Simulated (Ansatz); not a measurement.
Mg$_{3}$Sb$_{2}$ (A-La2O3 type, space group P-3m1)

```
Mg3Sb2
1.0
    4.55062     0.00000     0.00000
   -2.27531     3.94095     0.00000
    0.00000     0.00000     7.18045
Sb Mg
2 3
Cartesian
  0.00000   2.62730   1.60950
  2.27531   1.31365   5.57095
  0.00000   0.00000   0.00000
  0.00000   2.62730   4.54234
  2.27531   1.31365   2.63811
```

The slice is a (1 -1 0 0) plane (indices of the conventional cell) through the point (0.333, 0.667, 0.224) (fractional), spanned by u = [110] and v = [001] in vectors of this cell: u (4.55 Å) and v (7.18 Å, at 90° to u). It covers one period; positions are fractions (u, v).

Computed with PBEsol (plane waves to 420 eV, PAW, scalar-relativistic; Ansatz, a quantum-chemistry and plane-wave program). k mesh 12×12×7. Near the nuclei the fields are pseudised (PAW); where an atom keeps semicore shells as valence, they peak there. Mg3Sb2 was relaxed with its symmetry unable to fall. Spin-orbit coupling is left out, though Sb is heavy. The PAW data are Ansatz's earlier set.

Question: Sketch the electron localisation function (ELF) on this plane as a map.

Answer: 
```
|x047963369740|
|3468852258864|
|6688631136886|
|7764321123467|
|2221234432122|
|0001478874100|
|0013799997310|
|0135899998531|
|0026888888620|
|3105888888501|
|xx1178778711x|
|xx2067777602x|
|x400455554004|
|1002333333200|
|4565321123565|
|9998521125899|
|6689741147986|
|2358952259853|
|x036963369630|
|xx2697337962x|
```
Scale: ten equal steps from 0.03 (start of '0') to 0.73 (end of '9'), in the order '0123456789'. Values: electron localisation function (ELF). The map has 13 points along u (one character each, u = 0 at the left) and 20 along v (v = 0 in the bottom row). Points within 0.5 Å of a nucleus are blanked (x), as the pseudised field means little there.
